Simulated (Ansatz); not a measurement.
AgCl (rock salt)

```yaml
crystal:
  lattice:
    - [0.00000, 5.61150, 5.61150]
    - [2.80575, 0.00000, 2.80575]
    - [2.80575, 2.80575, 0.00000]
  atoms:
    - { symbol: Cl, position: [0.00000, 0.00000, 0.00000] }
    - { symbol: Cl, position: [0.50000, 0.00000, 0.00000] }
    - { symbol: Ag, position: [0.25000, 0.50000, 0.50000] }
    - { symbol: Ag, position: [0.75000, 0.50000, 0.50000] }
```

The atoms are displaced by Q × the pattern below (from a DFPT mode at L = (0.5, 0.0, 0.0), largest move 1; Q in Å), at fixed cell. It is one choice among 2 degenerate patterns. (q is in reciprocal vectors of the primitive cell; the cell shown is doubled to hold the pattern.)

| atom | x | y | z |
|---|---|---|---|
| Cl1 | 0.285 | -0.520 | 0.805 |
| Cl2 | -0.285 | 0.520 | -0.805 |

Atoms not listed stay in place.

All values below come from PBE (plane waves to 420 eV, PAW, scalar-relativistic; Ansatz, an electronic-structure program). k mesh 5×10×10 (Γ-centred), Fermi-Dirac smearing 0.05 eV. Energies are smeared free energies. AgCl was relaxed with its symmetry unable to fall. The zero of ΔE is the undisplaced structure.

| Q (Å) | −dE/dQ from forces (eV/Å) | ΔE (meV/cell) |
|---|---|---|
| -0.280 | 0.142 | ___ |
| -0.233 | 0.088 | ___ |
| -0.187 | 0.050 | ___ |
| -0.140 | 0.026 | 1.3 |
| -0.093 | 0.011 | 0.4 |
| -0.047 | 0.004 | 0.1 |
| 0.000 | 0.000 | 0.0 |
| 0.047 | -0.004 | 0.1 |
| 0.093 | -0.011 | 0.4 |
| 0.140 | -0.026 | 1.3 |
| 0.187 | -0.050 | ___ |
| 0.233 | -0.088 | ___ |
| 0.280 | -0.142 | ___ |

Q: What belongs in the gaps?

A: 
- -0.280, ΔE (meV/cell): 11.4
- -0.233, ΔE (meV/cell): 6.2
- -0.187, ΔE (meV/cell): 3.0
- 0.187, ΔE (meV/cell): 3.0
- 0.233, ΔE (meV/cell): 6.2
- 0.280, ΔE (meV/cell): 11.4

(For displaced atoms, the force is minus the slope of the energy, and its curvature is a force constant, which sets phonon frequencies.)
